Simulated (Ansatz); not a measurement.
# LaSb: relaxation of cell and atoms

Method: DFT, PBEsol, all-electron LAPW, scalar-relativistic (Ansatz 0.2.0).

Command: `ansatz run input.yaml --threads 1 --pin off --max-ram 2048MiB --backend cpu --events-out ev --progress --plain --runs-dir out` The run took about 28 s on 1 thread of a shared machine.

```yaml
crystal:
  lattice:
    - [0.0, 3.245, 3.245]
    - [3.245, 0.0, 3.245]
    - [3.245, 3.245, 0.0]
  atoms:
    - { symbol: La, position: [0.0, 0.0, 0.0] }
    - { symbol: Sb, position: [0.5, 0.5, 0.5] }
kpoints:
  mp_grid: { grid: [9, 9, 9] }
scf:
  occupations: { method: fermi_dirac, width: 0.05 }
hamiltonian:
  xc: pbesol
  pseudopotentials: { kind: all_electron, lapw: { basis_error: 0.001 } }
output:
  forces: true
  stress: true
relax:
  f_tol: 0.005
  max_steps: 80
  cell: {}
```

No spin–orbit coupling, which matters for the heavy atoms here.

The geometry is COD entry 1537613, unchecked; take it as a test cell.

Each frame lists the cell vectors (Å), then Cartesian positions (Å); symmetry keeps all forces zero. Free energies count from the first step, -407313.7297 eV.

The walk took 4 evaluations in all; steps that aren't listed are left out.

Step 1: E = 0.0 meV, P = -0.93 GPa

```
cell 0.0000 3.2450 3.2450 3.2450 0.0000 3.2450 3.2450 3.2450 0.0000
La    0.0000    0.0000    0.0000
Sb    3.2450    3.2450    3.2450
```

Step 2:

```
cell 0.0000 3.2147 3.2147 3.2147 0.0000 3.2147 3.2147 3.2147 0.0000
La    0.0000    0.0000    0.0000
Sb    3.2147    3.2147    3.2147
```

Problem. Give the energy, pressure of step 2.

Solution. E = -1.9 meV, P = 0.65 GPa
```
La    0.0000    0.0000    0.0000
Sb    3.2147    3.2147    3.2147
```

Problem. How does the relaxation end?

Solution. It converges, with a = 6.454 Å, b = 6.454 Å, c = 6.454 Å, α = 90.00°, β = 90.00°, γ = 90.00° (conventional cell, space group Fm-3m). The last solve (on a basis chosen afresh for the final cell, so its energy is not quite comparable) gives E = -3.4 meV, P = -0.02 GPa:
```
cell 0.0000 3.2271 3.2271 3.2271 0.0000 3.2271 3.2271 3.2271 0.0000
La    0.0000    0.0000    0.0000
Sb    3.2271    3.2271    3.2271
```
